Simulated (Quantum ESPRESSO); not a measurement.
AlMg3F7O, one run as intended and one with a planted mistake

Computed values, not a measurement. The program is pw.x of Quantum ESPRESSO 7.5 (plane-wave density functional theory). The cell is made up: 12 atoms on a fluorite lattice, with randomly drawn elements, strain and displacements, not relaxed. PseudoDojo standard norm-conserving files (v0.5 for PBE, v0.4.1 for LDA and PBEsol) set the functional; there is no spin polarisation, spin-orbit coupling or dispersion term, and the masses in the input are unused placeholders.

Intended input:

```
&control calculation='scf', pseudo_dir='./dojo.nc.sr.pbe.v0_5.standard.upf', outdir='./o', disk_io='medium', tprnfor=.true., tstress=.true. /
&system ibrav=0, nat=12, ntyp=4, nbnd=50, ecutwfc=84.00895049, nosym=.true., tot_charge=0,
 occupations='smearing', smearing='fd', degauss=0.0018374661
/
&electrons conv_thr=7.350e-09, electron_maxstep=60, /
ATOMIC_SPECIES
Al 1.0 Al.upf
F 1.0 F.upf
Mg 1.0 Mg.upf
O 1.0 O.upf
CELL_PARAMETERS angstrom
4.8981 0.0683 -0.0195
0.0683 5.0083 -0.0226
-0.0195 -0.0226 5.0039
ATOMIC_POSITIONS angstrom
Al -0.0447 -0.0994 -0.0667
Mg 0.0843 2.6059 2.6434
Mg 2.5898 0.044 2.243
Mg 2.5107 2.5546 -0.0785
F 1.456 1.1971 1.144
F 1.3327 1.3146 3.7836
F 1.3185 3.585 1.2003
F 1.1974 3.7254 3.8152
O 3.5077 1.2835 1.3511
F 3.7505 1.3292 3.6059
F 3.5654 3.7892 1.3629
F 3.6555 3.8083 3.5164
K_POINTS automatic
5 4 4 1 1 1
```

The log is shortened where brackets say so; the opening notice, blank lines, dates and the lines on written files are dropped, and the path of the files is cut. It prints rydbergs, bohrs and kilobars, and counts compression as positive stress. Where no state is partly filled, the Fermi energy that it prints is only some level between the filled and the empty states on the mesh, and need not lie in the true gap.

Log of the intended run:

```
     Program PWSCF v.7.5
     Parallel version (MPI & OpenMP), running on       1 processor cores
     Number of MPI processes:                 1
     Threads/MPI process:                     1
     [start-up lines left out]
     bravais-lattice index     =            0
     lattice parameter (alat)  =       9.2570  a.u.
     unit-cell volume          =     828.1809 (a.u.)^3
     number of atoms/cell      =           12
     number of atomic types    =            4
     number of electrons       =        88.00
     number of Kohn-Sham states=           50
     kinetic-energy cutoff     =      84.0090  Ry
     charge density cutoff     =     336.0358  Ry
     scf convergence threshold =      7.3E-09
     mixing beta               =       0.7000
     number of iterations used =            8  plain     mixing
     Exchange-correlation= PBE
                           (   1   4   3   4   0   0   0)
     [axes and pseudopotential details left out]
   Cartesian axes
     site n.     atom                  positions (alat units)
         1        Al     tau(   1) = (  -0.0091250  -0.0202914  -0.0136161  )
         2        Mg     tau(   2) = (   0.0172089   0.5319667   0.5396219  )
         3        Mg     tau(   3) = (   0.5286800   0.0089821   0.4578845  )
         4        Mg     tau(   4) = (   0.5125326   0.5214943  -0.0160249  )
         5        F      tau(   5) = (   0.2972269   0.2443752   0.2335354  )
         6        F      tau(   6) = (   0.2720565   0.2683616   0.7723816  )
         7        F      tau(   7) = (   0.2691577   0.7318395   0.2450284  )
         8        F      tau(   8) = (   0.2444364   0.7605007   0.7788324  )
         9        O      tau(   9) = (   0.7160595   0.2620128   0.2758127  )
        10        F      tau(  10) = (   0.7656246   0.2713420   0.7361060  )
        11        F      tau(  11) = (   0.7278384   0.7735248   0.2782215  )
        12        F      tau(  12) = (   0.7462313   0.7774238   0.7178356  )
     number of k points=    40  Fermi-Dirac smearing, width (Ry)=  0.0018
                       cart. coord. in units 2pi/alat
        k(    1) = (   0.0988076   0.1214714   0.1233036), wk =   0.0500000
        k(    2) = (   0.0997667   0.1225627   0.3680521), wk =   0.0500000
     [further k points left out]
     Dense  grid:    86099 G-vectors     FFT dimensions: (  60,  60,  60)
     Estimated max dynamical RAM per process >     130.04 MB
     Initial potential from superposition of free atoms
     starting charge      87.9951, renormalised to      88.0000
     Starting wfcs are   51 randomized atomic wfcs
     total cpu time spent up to now is        8.9 secs
     per-process dynamical memory:    74.6 Mb
     Self-consistent Calculation
     iteration #  1     ecut=    84.01 Ry     beta= 0.70
     Davidson diagonalization with overlap
     ethr =  1.00E-02,  avg # of iterations =  4.1
     total cpu time spent up to now is       34.7 secs
     total energy              =    -739.33486199 Ry
     estimated scf accuracy    <       2.18854721 Ry
     iteration #  2     ecut=    84.01 Ry     beta= 0.70
     Davidson diagonalization with overlap
     ethr =  2.49E-03,  avg # of iterations =  3.3
     total cpu time spent up to now is       57.9 secs
     total energy              =    -738.95314452 Ry
     estimated scf accuracy    <       6.02955288 Ry
     [iterations 3 to 10 left out]
     iteration # 11     ecut=    84.01 Ry     beta= 0.70
     Davidson diagonalization with overlap
     ethr =  5.69E-10,  avg # of iterations =  2.1
     total cpu time spent up to now is      239.5 secs
     total energy              =    -740.32560479 Ry
     estimated scf accuracy    <       0.00000001 Ry
     iteration # 12     ecut=    84.01 Ry     beta= 0.70
     Davidson diagonalization with overlap
     ethr =  1.30E-11,  avg # of iterations =  2.4
     total cpu time spent up to now is      269.0 secs
     End of self-consistent calculation
     [lines on levels left out]
     the Fermi energy is     8.1449 ev
!    total energy              =    -740.32560479 Ry
     estimated scf accuracy    <          8.7E-10 Ry
     smearing contrib. (-TS)   =      -0.00000000 Ry
     internal energy E=F+TS    =    -740.32560479 Ry
     The total energy is F=E-TS. E is the sum of the following terms:
     one-electron contribution =    -412.54591990 Ry
     hartree contribution      =     243.66077608 Ry
     xc contribution           =    -136.58046399 Ry
     ewald contribution        =    -434.85999699 Ry
     convergence has been achieved in  12 iterations
     Forces acting on atoms (cartesian axes, Ry/au):
     atom    1 type  1   force =    -0.02391279    0.10325419    0.06002622
     atom    2 type  3   force =    -0.02355787   -0.08751324   -0.08134998
     atom    3 type  3   force =    -0.07718569    0.03395988    0.07410554
     atom    4 type  3   force =     0.03159970   -0.06565580    0.04806015
     atom    5 type  2   force =    -0.16520497   -0.04686046   -0.01426032
     atom    6 type  2   force =    -0.03110339   -0.03183979   -0.02165355
     atom    7 type  2   force =    -0.07724693    0.04657215    0.00345034
     atom    8 type  2   force =    -0.03096507    0.06198738    0.02070970
     atom    9 type  4   force =     0.23729213    0.04211833   -0.16328083
     atom   10 type  2   force =     0.03816648   -0.02856701    0.08676804
     atom   11 type  2   force =     0.10490096   -0.05793566   -0.13655736
     atom   12 type  2   force =     0.01721744    0.03048003    0.12398204
     Total force =     0.489447     Total SCF correction =     0.000059
     Computing stress (Cartesian axis) and pressure
          total   stress  (Ry/bohr**3)                   (kbar)     P=       68.50
   0.00078973   0.00016453  -0.00001539          116.17       24.20       -2.26
   0.00016453   0.00026481  -0.00014513           24.20       38.96      -21.35
  -0.00001539  -0.00014513   0.00034238           -2.26      -21.35       50.37
     init_run     :      8.18s CPU      8.82s WALL (       1 calls)
     electrons    :    245.94s CPU    260.13s WALL (       1 calls)
     forces       :      6.45s CPU      6.52s WALL (       1 calls)
     stress       :     23.41s CPU     23.52s WALL (       1 calls)
     [timing details left out]
     PWSCF        :   4m44.23s CPU   4m59.86s WALL
     JOB DONE.
```

A second run has one planted mistake: the k-point mesh is too coarse. The input lines that differ, file-writing options aside:

```
- 5 4 4 1 1 1
+ 1 1 1 1 1 1
```

Its log:

```
     Program PWSCF v.7.5
     Parallel version (MPI & OpenMP), running on       1 processor cores
     Number of MPI processes:                 1
     Threads/MPI process:                     1
     [start-up lines left out]
     bravais-lattice index     =            0
     lattice parameter (alat)  =       9.2570  a.u.
     unit-cell volume          =     828.1809 (a.u.)^3
     number of atoms/cell      =           12
     number of atomic types    =            4
     number of electrons       =        88.00
     number of Kohn-Sham states=           50
     kinetic-energy cutoff     =      84.0090  Ry
     charge density cutoff     =     336.0358  Ry
     scf convergence threshold =      7.3E-09
     mixing beta               =       0.7000
     number of iterations used =            8  plain     mixing
     Exchange-correlation= PBE
                           (   1   4   3   4   0   0   0)
     [axes and pseudopotential details left out]
   Cartesian axes
     site n.     atom                  positions (alat units)
         1        Al     tau(   1) = (  -0.0091250  -0.0202914  -0.0136161  )
         2        Mg     tau(   2) = (   0.0172089   0.5319667   0.5396219  )
         3        Mg     tau(   3) = (   0.5286800   0.0089821   0.4578845  )
         4        Mg     tau(   4) = (   0.5125326   0.5214943  -0.0160249  )
         5        F      tau(   5) = (   0.2972269   0.2443752   0.2335354  )
         6        F      tau(   6) = (   0.2720565   0.2683616   0.7723816  )
         7        F      tau(   7) = (   0.2691577   0.7318395   0.2450284  )
         8        F      tau(   8) = (   0.2444364   0.7605007   0.7788324  )
         9        O      tau(   9) = (   0.7160595   0.2620128   0.2758127  )
        10        F      tau(  10) = (   0.7656246   0.2713420   0.7361060  )
        11        F      tau(  11) = (   0.7278384   0.7735248   0.2782215  )
        12        F      tau(  12) = (   0.7462313   0.7774238   0.7178356  )
     number of k points=     1  Fermi-Dirac smearing, width (Ry)=  0.0018
                       cart. coord. in units 2pi/alat
        k(    1) = (  -0.4952614  -0.4845230  -0.4935981), wk =   2.0000000
     Dense  grid:    86099 G-vectors     FFT dimensions: (  60,  60,  60)
     Estimated max dynamical RAM per process >     130.04 MB
     Initial potential from superposition of free atoms
     starting charge      87.9951, renormalised to      88.0000
     Starting wfcs are   51 randomized atomic wfcs
     total cpu time spent up to now is        2.3 secs
     per-process dynamical memory:    88.8 Mb
     Self-consistent Calculation
     iteration #  1     ecut=    84.01 Ry     beta= 0.70
     Davidson diagonalization with overlap
     ethr =  1.00E-02,  avg # of iterations =  3.0
     total cpu time spent up to now is        3.6 secs
     total energy              =    -739.80216438 Ry
     estimated scf accuracy    <       1.84443064 Ry
     iteration #  2     ecut=    84.01 Ry     beta= 0.70
     Davidson diagonalization with overlap
     ethr =  2.10E-03,  avg # of iterations =  3.0
     total cpu time spent up to now is        5.3 secs
     total energy              =    -739.72313009 Ry
     estimated scf accuracy    <       4.20298675 Ry
     [iterations 3 to 10 left out]
     iteration # 11     ecut=    84.01 Ry     beta= 0.70
     Davidson diagonalization with overlap
     ethr =  1.38E-10,  avg # of iterations =  2.0
     total cpu time spent up to now is       17.7 secs
     total energy              =    -740.64778362 Ry
     estimated scf accuracy    <       0.00000002 Ry
     iteration # 12     ecut=    84.01 Ry     beta= 0.70
     Davidson diagonalization with overlap
     ethr =  2.00E-11,  avg # of iterations =  3.0
     total cpu time spent up to now is       19.0 secs
     End of self-consistent calculation
     [lines on levels left out]
     the Fermi energy is     7.6765 ev
!    total energy              =    -740.64778362 Ry
     estimated scf accuracy    <          7.9E-10 Ry
     smearing contrib. (-TS)   =       0.00000000 Ry
     internal energy E=F+TS    =    -740.64778362 Ry
     The total energy is F=E-TS. E is the sum of the following terms:
     one-electron contribution =    -411.77502625 Ry
     hartree contribution      =     242.22981287 Ry
     xc contribution           =    -136.24257325 Ry
     ewald contribution        =    -434.85999699 Ry
     convergence has been achieved in  12 iterations
     Forces acting on atoms (cartesian axes, Ry/au):
     atom    1 type  1   force =    -0.02918689    0.10885528    0.06866604
     atom    2 type  3   force =    -0.02088983   -0.09152353   -0.08646735
     atom    3 type  3   force =    -0.08628852    0.03434095    0.08408062
     atom    4 type  3   force =     0.03596857   -0.06432916    0.04595519
     atom    5 type  2   force =    -0.15952300   -0.03148580    0.00458846
     atom    6 type  2   force =    -0.02939768   -0.03686851   -0.02674391
     atom    7 type  2   force =    -0.06906425    0.05765036    0.00974067
     atom    8 type  2   force =    -0.01286629    0.05505242    0.00390041
     atom    9 type  4   force =     0.23640692    0.04950016   -0.16751625
     atom   10 type  2   force =     0.01086861   -0.03399000    0.07734651
     atom   11 type  2   force =     0.11084972   -0.07409392   -0.14483636
     atom   12 type  2   force =     0.01312264    0.02689175    0.13128596
     Total force =     0.498283     Total SCF correction =     0.000054
     Computing stress (Cartesian axis) and pressure
          total   stress  (Ry/bohr**3)                   (kbar)     P=      -13.10
   0.00020235   0.00008879  -0.00005324           29.77       13.06       -7.83
   0.00008879  -0.00025040  -0.00014374           13.06      -36.84      -21.14
  -0.00005324  -0.00014374  -0.00021901           -7.83      -21.14      -32.22
     init_run     :      2.06s CPU      2.14s WALL (       1 calls)
     electrons    :     16.18s CPU     16.70s WALL (       1 calls)
     forces       :      0.55s CPU      0.57s WALL (       1 calls)
     stress       :      1.55s CPU      1.59s WALL (       1 calls)
     [timing details left out]
     PWSCF        :     20.47s CPU     21.19s WALL
     JOB DONE.
```

|  | intended run | run with the mistake |
| --- | --- | --- |
| free energy (eV) | -10072.643 | -10077.026 |
| smearing term -TS (eV) | 0.0000 | 0.0000 |
| pressure (GPa) | 6.85 | -1.31 |
| largest force component (eV/Å) | 6.101 | 6.078 |
| largest change of a force component (eV/Å) |  | 0.702 |
| iterations | 12 | 12 |

For scale, a rerun of the intended cell at 1437 eV and a 7 x 6 x 6 mesh moved values by no more than 0.004 eV in energy, 0.03 GPa in stress and 0.005 eV/Å in force.